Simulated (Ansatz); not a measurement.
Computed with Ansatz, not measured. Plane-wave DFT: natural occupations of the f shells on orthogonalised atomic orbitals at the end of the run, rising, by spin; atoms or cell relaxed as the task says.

```
cell
1.0
     7.3543    0.0000    0.0000
     0.0000    4.3578    0.0000
     0.0000    0.0000    8.4871
Eu In Pd
4 4 4
Direct
  0.9638 0.2500 0.6793
  0.5362 0.7500 0.1793
  0.4638 0.2500 0.8207
  0.0362 0.7500 0.3207
  0.3564 0.2500 0.4372
  0.1436 0.7500 0.9372
  0.8564 0.2500 0.0628
  0.6436 0.7500 0.5628
  0.2344 0.2500 0.1268
  0.2656 0.7500 0.6268
  0.7344 0.2500 0.3732
  0.7656 0.7500 0.8732
```

Starting moments (μB): Eu number 1 7.36, Eu number 2 7.36, Eu number 3 7.36, Eu number 4 7.36; others 0.

cell charge: 0 e
spin: collinear
scf start: atoms
lower state search: off
functional: PBEsol
wave cutoff: 420 eV
k mesh: 4, 8, 4
k shift: 0, 0, 0 mesh steps
gaussian smearing: 0.05 eV
task: relax cell and atoms

Q: How are the f shells occupied at the end?

A: 

```csv
shell atom,shell element,shell spin,shell occupation 1 (e),shell occupation 2 (e),shell occupation 3 (e),shell occupation 4 (e),shell occupation 5 (e),shell occupation 6 (e),shell occupation 7 (e)
1,Eu,up,0.94,0.95,0.96,0.97,0.97,0.97,0.98
1,Eu,down,0,0,0,0.01,0.01,0.01,0.01
2,Eu,up,0.94,0.95,0.96,0.97,0.97,0.97,0.98
2,Eu,down,0,0,0,0.01,0.01,0.01,0.01
3,Eu,up,0.94,0.95,0.96,0.97,0.97,0.97,0.98
3,Eu,down,0,0,0,0.01,0.01,0.01,0.01
4,Eu,up,0.94,0.95,0.96,0.97,0.97,0.97,0.98
4,Eu,down,0,0,0,0.01,0.01,0.01,0.01
```

Caveats: 4f shell without a U, which puts 4f levels too near the Fermi level; occupations loosely converged; open f or d shells may hold a state above the lowest.
